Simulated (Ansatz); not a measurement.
Given:

MgS:
```cif
data_Mg4S4
_chemical_formula_sum 'Mg4 S4'
_space_group_name_H-M_alt 'P42/mnm'
_space_group_IT_number 136
_space_group_name_Hall '-P 4n 2n'
_cell_length_a 6.80399
_cell_length_b 6.80399
_cell_length_c 4.06581
_cell_angle_alpha 90.000
_cell_angle_beta 90.000
_cell_angle_gamma 90.000
loop_
_atom_site_label
_atom_site_type_symbol
_atom_site_symmetry_multiplicity
_atom_site_Wyckoff_symbol
_atom_site_fract_x
_atom_site_fract_y
_atom_site_fract_z
_atom_site_occupancy
Mg1 Mg 4 g 0.17364 0.17364 0.50000 1
S1 S 4 f 0.31155 0.31155 0.00000 1
```

This is the PBEsol-relaxed structure.

Problem. All from DFT-PBEsol in the program Ansatz with PAW potentials, unless another level is named. Predict the Born charges (a third of the trace).

Solution. Mg +1.88, S -1.88 e.

Problem. Give the electronic dielectric constant ε∞ (DFPT).

Solution. 3.98 (xx = yy), 3.96 (zz).

Problem. Predict the static dielectric constant ε0 (ions relaxed, cell fixed).

Solution. 6.75 (xx = yy), 6.02 (zz).

Space group P4_2/mnm. The start of the workflow was typed in or built on a structure type; neither database checked (COD, Materials Project) lists it. COD files the formula under space group No. 225. Its standing as an ambient phase is unchecked. The cell was relaxed with PBEsol under the symmetry of its start; its stability against distortions is not shown here.

Potentials: the earlier of the program's two PAW sets. The files were generated under PBE; for other functionals the program regenerates the frozen cores, and for LDA and PBEsol the local potential too.
